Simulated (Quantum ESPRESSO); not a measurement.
AlMg2S3F, convergence and cost over cutoff and k mesh

A calculation, not a measurement. The program is pw.x of Quantum ESPRESSO 7.5 (plane-wave density functional theory). The cell is made up: 7 atoms on a wurtzite lattice with one site empty, with randomly drawn elements, strain and displacements, not relaxed. PseudoDojo standard norm-conserving files (v0.5 for PBE, v0.4.1 for LDA and PBEsol) set the functional; there is no spin polarisation, spin-orbit coupling or dispersion term, and the masses in the input are unused placeholders.

Input of the run in row 4:

```
&control calculation='scf', pseudo_dir='./dojo.nc.sr.pbe.v0_5.standard.upf', outdir='./o', disk_io='low', tprnfor=.true., tstress=.true. /
&system ibrav=0, nat=7, ntyp=4, nbnd=30, ecutwfc=84.00895049, nosym=.true., tot_charge=0,
 occupations='smearing', smearing='fd', degauss=0.0018374661
/
&electrons conv_thr=7.350e-09, electron_maxstep=60, /
ATOMIC_SPECIES
Al 1.0 Al.upf
F 1.0 F.upf
Mg 1.0 Mg.upf
S 1.0 S.upf
CELL_PARAMETERS angstrom
3.9353 -0.0579 0.021
-0.1002 6.7089 -0.0063
0.0343 -0.0059 6.2864
ATOMIC_POSITIONS angstrom
Al 0.0404 0.0781 -0.039
Mg 1.9124 3.2077 -0.1262
Mg 1.8774 1.1583 3.1249
S 0.024 -0.0316 2.4078
F 1.9522 3.4464 2.3537
S 1.9487 1.1809 5.5195
S 0.03 4.5169 5.5613
K_POINTS automatic
5 4 4 1 1 1
```

The same cell was run at these settings. Meshes are shifted by half a step, and differences are from the last row, which is itself not exact.

| cutoff (eV) | k mesh | k points solved | threshold (eV) | free energy less the last row's (eV) | pressure (GPa) | largest stress difference (GPa) | largest force difference (eV/Å) | iterations | wall time (s) | k-point pools | processor |
| --- | --- | --- | --- | --- | --- | --- | --- | --- | --- | --- | --- |
| 800 | 2 x 2 x 2 | 4 | 1e-04 | 1.274 | -14.73 | 14.80 | 0.086 | 8 | 10 | 4 | AMD EPYC, Zen 5 class |
| 1143 | 2 x 2 x 2 | 4 | 1e-07 | -0.354 | -2.16 | 2.22 | 0.083 | 11 | 14 | 4 | AMD EPYC, Zen 5 class |
| 660 | 5 x 4 x 4 | 40 | 1e-07 | 10.599 | -54.51 | 52.98 | 0.053 | 12 | 26 | 4 | AMD EPYC, Zen 5 class |
| 1143 | 5 x 4 x 4 | 40 | 1e-07 | 0.001 | -1.71 | 0.03 | 0.003 | 12 | 58 | 4 | AMD EPYC, Zen 5 class |
| 1437 | 7 x 6 x 6 | 126 | 1e-07 | 0.000 | -1.70 | 0.00 | 0.000 | 12 | 195 | 4 | AMD EPYC, Zen 5 class |

Each pool is one process. Wall times include start-up and a band step at six k points, which weighs most on the coarsest meshes. The runs were on shared virtual cores whose load varied, so times are rough.